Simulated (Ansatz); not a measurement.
# Equation of state of LaAs

```cif
data_structure
_symmetry_space_group_name_H-M 'P 1'
_symmetry_Int_Tables_number 1
_cell_length_a 4.3310
_cell_length_b 4.3310
_cell_length_c 4.3310
_cell_angle_alpha 60.000
_cell_angle_beta 60.000
_cell_angle_gamma 60.000
_cell_volume 57.45
loop_
_atom_site_label
_atom_site_type_symbol
_atom_site_fract_x
_atom_site_fract_y
_atom_site_fract_z
_atom_site_occupancy
La1 La 0.00000 0.00000 0.00000 1
As1 As 0.50000 0.50000 0.50000 1
```

The runs use the primitive cell with vectors (0.000, 3.062, 3.062), (3.062, 0.000, 3.062), (3.062, 3.062, 0.000) Å, to which the k mesh refers.

The cell is COD entry 9008656, as deposited and not checked against the literature; nothing was relaxed.

No spin–orbit coupling, which matters for the heavy atoms here.

Levels of theory: DFT, PBEsol, all-electron LAPW, scalar-relativistic (Ansatz 0.2.0); DFT, PBEsol, PAW with Ansatz's default frozen-core files, scalar-relativistic (Ansatz 0.2.0).

For LAPW: a Γ-centred 12×12×12 k mesh, Fermi–Dirac smearing of 0.05 eV, basis error target 1 meV/atom, no spin polarisation. PAW takes a cutoff of 420 eV at this cell (files made with PBE, cores remade for this functional). The Ansatz runs share mesh, smearing and spin set-up. Plane-wave (PAW) pressures include the program's estimate of the Pulay term.

The cell above is scaled evenly, with fractional coordinates and shape held.

| V/V(cell) | V (Å³/atom) | P, LAPW (GPa) | P, PAW (GPa) | free energy over the lowest listed, PAW (meV/atom) |
| --- | --- | --- | --- | --- |
| 0.9400 | 27.000 | 4.36 | 4.33 | 19.5 |
| 0.9600 | 27.574 | 2.58 | 2.55 | 7.2 |
| 0.9800 | 28.148 | ? | ? | ? |
| 0.9900 | 28.436 | 0.22 | 0.20 | 0.0 |
| 1.0000 | 28.723 | -0.49 | -0.51 | 0.3 |
| 1.0100 | 29.010 | -1.16 | -1.18 | 1.8 |
| 1.0200 | 29.297 | -1.80 | -1.82 | 4.5 |
| 1.0400 | 29.872 | -2.98 | -3.01 | 13.2 |
| 1.0600 | 30.446 | -4.05 | -4.07 | 25.9 |

Task: Fill in the row V/V(cell) = 0.9800.

Result: P, LAPW (GPa) = 0.97, P, PAW (GPa) = 0.94, free energy over the lowest listed, PAW (meV/atom) = 1.0.

Task: What do Birch–Murnaghan fits to the pressures give?

Result: LAPW: V0 = 28.52 Å³/atom, B0 = 71 GPa, B0′ = 4.1; PAW: V0 = 28.51 Å³/atom, B0 = 71 GPa, B0′ = 4.1.

PAW's V0 lies -0.04 % from the all-electron value and its B0 0.0 %. Symmetry fixes shape and coordinates here, so this is the relaxed modulus.
